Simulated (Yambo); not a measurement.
G0W0@LDA for K2LiRhF6 (space group Fm-3m, No. 225) in Yambo. Reference settings: 2×2×2 Γ-centred k mesh, bands 6 to 200 and a 7 Ry block in the screening, 200 bands in G with the Bruneval-Gonze terminator, plasmon pole fitted at 27.2 eV. The LDA gap X → X on this mesh is 1.75 eV; G0W0 gaps are taken between the same points.

The settings were changed. The gap went from 5.37 eV to 5.73 eV, and the shift of the valence edge from -1.44 eV to -1.34 eV.

Task: Name the change that produced these shifts.
A) 62 bands in W, 62 bands in G, 4 Ry block
B) 120 bands in W, 120 bands in G, 3 Ry block, no terminator
C) 62 bands in W, 62 bands in G, 3 Ry block
D) 62 bands in W, 62 bands in G, 2 Ry block

Result: B, 120 bands in W, 120 bands in G, 3 Ry block, no terminator. The others gave (gap, valence shift): 62 bands in W, 62 bands in G, 2 Ry block: 6.28, -1.83 eV; 62 bands in W, 62 bands in G, 3 Ry block: 6.07, -1.67 eV; 62 bands in W, 62 bands in G, 4 Ry block: 5.87, -1.51 eV.

Spin-orbit coupling is not included.

Geometry of the Materials Project entry, not relaxed at this level; primitive cell a = b = c = 5.665 Å, α = β = γ = 60.00°.

The structure is a Materials Project entry; no match was found in the copy of COD used, and its stability was not checked.

A shift is the quasiparticle energy of the state minus its LDA energy.
